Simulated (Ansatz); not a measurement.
**Clamped-ion strain scan in Ti₄O₃**

The calculation used Ansatz 0.2.0, DFT r2SCAN, scalar-relativistic, plane waves, PAW. Settings: plane waves to 500 eV, k-mesh 14×14×14 (Γ-centred), Gaussian smearing 0.15 eV. No spin polarisation. Energies are free energies at this smearing, counted from the undisturbed cell; pressure is positive in compression.

Zero of the scan (relaxed at this level; it needn't be the usual structure):

```
CELL_PARAMETERS angstrom
-2.12890 2.12890 4.10162
2.12890 -2.12890 4.10162
2.12890 2.12890 -4.10162
ATOMIC_POSITIONS crystal
Ti 0.00000 0.50000 0.50000
Ti 0.27062 0.27062 0.00000
Ti 0.50000 0.00000 0.50000
Ti 0.72938 0.72938 0.00000
O 0.75000 0.25000 0.50000
O 0.00000 0.00000 0.00000
O 0.25000 0.75000 0.50000
```

The cell is strained by ε times the Voigt pattern (0, 0, 0, 0, 1, 0) (xx, yy, zz, yz, xz, xy; engineering shear) with fractional coordinates fixed. The cell is metallic on the mesh throughout.

| ε | ΔE (meV/atom) |
| --- | --- |
| -0.1500 | 56.0 |
| -0.0750 | 12.9 |
| 0.0000 | 0.0 |
| 0.1125 | 30.2 |

Task: Predict the pressure (GPa) at each point.

Result:
| ε | pressure (GPa) |
| --- | --- |
| -0.1500 | 1.3 |
| -0.0750 | 0.3 |
| 0.0000 | 0.0 |
| 0.1125 | 0.7 |

Cost: 4 runs of about 9.4 core-minutes in all, on Intel Xeon 6975P-C (Granite Rapids) (shared hosts).